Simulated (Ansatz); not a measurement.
FeSi:
```xyz
8
Lattice="4.4479 0.0000 0.0000 0.0000 4.4479 0.0000 0.0000 0.0000 4.4479" Properties=species:S:1:pos:R:3 pbc="T T T"
Fe     0.6049     0.6049     0.6049
Fe     1.6191     3.8430     2.8289
Fe     2.8289     1.6191     3.8430
Fe     3.8430     2.8289     1.6191
Si     3.7394     3.7394     3.7394
Si     2.9324     0.7085     1.5155
Si     1.5155     2.9324     0.7085
Si     0.7085     1.5155     2.9324
```

Relaxed with PBE. Special points in fractions of this cell's reciprocal vectors: Γ (0.000, 0.000, 0.000); X (0.000, 0.500, 0.000); M (0.500, 0.500, 0.000); R (0.500, 0.500, 0.500); X1 (0.500, 0.000, 0.000).

Task: List the band energies nearest the valence-band maximum at these points for DFT-PBE in the program Ansatz with PAW potentials.

Result: In eV from the valence-band maximum; about four levels below and three above (degenerate sets whole), none deeper than 8.9 eV; points with the same levels are listed once.

| k | below | above |
|---|---|---|
| Γ | -0.29 -0.29 -0.29 -0.05 -0.05 | 0.66 0.66 0.66 |
| X | -0.39 -0.39 -0.02 -0.02 | 0.19 0.19 1.72 1.72 |
| M | -1.03 -1.03 -0.37 -0.37 | 0.64 0.64 1.30 1.30 |
| R | -0.68 -0.68 -0.68 -0.68 | 0.49 0.49 0.49 0.49 |

Space group P2_13. The cell was relaxed with PBE under the symmetry of its start. The workflow began spin-polarised and lost its moments.

Potentials: the later of the program's two PAW sets.
